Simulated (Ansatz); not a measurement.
Ansatz input file:

```yaml
crystal:
  lattice:
    - [2.6226932133, 1.5142126328, 2.3404748745]
    - [-2.6226932133, 1.5142126328, 2.3404748745]
    - [0.0, -3.0284252654, 2.3404748745]
  atoms:
    - { symbol: Ba, position: [0.0, 0.0, 0.0] }
    - { symbol: C, position: [0.6095703087, 0.6095703087, 0.6095703087] }
    - { symbol: C, position: [0.3904296913, 0.3904296913, 0.3904296913] }
basis:
  ecutwfc: 420
kpoints:
  mp_grid: { grid: [9, 9, 9] }
hamiltonian:
  xc: pbesol
scf:
  occupations: { method: gaussian, width: 0.02 }
output:
  forces: true
  stress: true
  eigenvalues: true
  populations: true
```

Command:
```bash
ansatz run input.yaml --threads 1 --pin off --max-ram 1331MiB --backend cpu --events-out ev --progress --plain --runs-dir out
```

Computed with Ansatz, DFT PBEsol, scalar-relativistic, plane waves, PAW.

From the run's log, abridged (final results; tables in files aren't shown):

```
SCF 1 converged in 6 iterations: F = -6353.657166 eV  dr2 = 2.67e-9
SCF converged after 6 iterations
Free energy (F): -6353.657166 eV
Harris-Foulkes:  -6353.657166 eV  (|F-HF|=1.04e-9)
Internal energy: -6353.657166 eV  (E = F + TS)
E sigma→0 (E₀):  -6353.657166 eV
Fermi energy:    7.681576 eV
--- Per-component energies (eV) ---
  E_band       = -25.138420
  E_kinetic    = 330.911619
  E_local      = -391.031753  (includes V_loc(G=0)·N_el)
  E_nonlocal   = 112.852168
  E_hartree    = 109.593170
  E_xc         = -258.736386
  E_vxc        = -249.555082  (∫ρ·V_xc dr)
  E_paw        = -5328.817454  (= ΣΔE_a)
  E_vpaw       = -47.502073  (= ΣTr[D̂ρ^β])
  E_aug_tail   = 0.000007  (compensation charges beyond the density's cutoff)
  E_ewald      = -928.622171
  E_core_change = 0.193634  (= ΣΔE_core)
  E_smearing   =  0.000000  (= −TS)
--- Forces (eV/Å), atoms counted from 1 ---
  atom   1  Ba     0.00000000     0.00000000     0.00000000
  atom   2  C      0.00000000     0.00000000    -9.39300088
  atom   3  C      0.00000000     0.00000000     9.39300088
--- Stress (GPa, compression-positive) ---
       -1.014973       0.000000       0.000000
        0.000000      -1.014973       0.000000
        0.000000       0.000000     -26.336887
  P = ⅓ Tr σ = -9.4556 GPa (-94.556 kbar)
--- Band table (eV; the first three rows and the last of 85) ---
  k-point 0: bands = ["-18.7332", "-3.9426", "-3.6788", "-3.5939", "-3.5939", "4.0039", "5.6778", "7.4876", "7.4876", "7.8756", "7.8756", "12.9825", "12.9825"]
  k-point 1: bands = ["-18.7214", "-4.3306", "-3.6334", "-3.5798", "-3.2877", "3.7381", "5.8247", "7.1321", "7.4072", "8.0175", "8.4483", "12.6916", "13.0986"]
  k-point 2: bands = ["-18.6910", "-4.8393", "-3.5732", "-3.5434", "-2.9111", "3.1829", "5.9853", "6.8417", "7.2566", "8.3607", "9.4374", "12.0374", "13.3962"]
  k-point 84: bands = ["-18.4554", "-4.4246", "-4.2382", "-4.2115", "-3.2094", "1.4654", "4.7021", "4.8024", "7.4656", "11.8066", "12.0210", "14.9449", "15.2704"]
--- Löwdin populations: 3 sites ---
  site symbol q [e]
     0     Ba      8.2749
     1      C      4.7225
     2      C      4.7225
  spilling = 0.015562 (of n_electrons = 18.000000)
```

The calculation finished and met its thresholds.